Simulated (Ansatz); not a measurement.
Cr:
```
CELL_PARAMETERS angstrom
      2.95909     0.00000     0.00000
      0.00000     2.95909     0.00000
      0.00000     0.00000     2.95909
ATOMIC_POSITIONS crystal
  Cr 0.00000 0.00000 0.00000
  Cr 0.50000 0.50000 0.50000
```
Starting moments (μB, in the order of the atoms Cr Cr): 2.8 -2.8.

Relaxed with r²SCAN. Special points in fractions of this cell's reciprocal vectors: Γ (0.000, 0.000, 0.000); X (0.000, 0.500, 0.000); M (0.500, 0.500, 0.000); R (0.500, 0.500, 0.500).

Q: List the band energies nearest the Fermi level at these points for plane-wave PAW r²SCAN (Ansatz code).

A: In eV from the Fermi level; about four levels below and three above (degenerate sets whole), none deeper than 8.9 eV; points with the same levels are listed once.

```json
[
 {"k": "Γ ↑", "below": "-4.15 -4.15 -1.57 -1.57 -1.57", "above": "1.58 1.58 3.11 3.11 3.11"},
 {"k": "X ↑", "below": "-1.94 -1.94 -1.07 -0.23", "above": "1.20 1.20 1.21"},
 {"k": "M ↑", "below": "-4.69 -4.35 -2.74 -2.74", "above": "0.23 0.28 0.28"},
 {"k": "R ↑", "below": "-3.44 -3.44 -3.44 -1.41 -1.41 -1.41", "above": "0.28 0.28 3.10 3.10"}
]
```

Space group Im-3m (bcc (W type)). Symmetry was held in the r²SCAN relaxation, as lowered by the spin order. Magnetic state: antiferromagnetic, chosen from 3 collinear starts compared on coarse meshes (ties went to the first, and starts can fall back to one state), not a proven ground state. Textbook magnetic order: a spin-density-wave antiferromagnet. Other orbital occupations within this spin state were not tried. For itinerant 3d metals, meta-GGAs of the SCAN family and hybrids are commonly reported to give too large moments. Point labels and valley counts follow the cell and symmetry of the run, lower than the named group.

Potentials: the later of the program's two PAW sets.
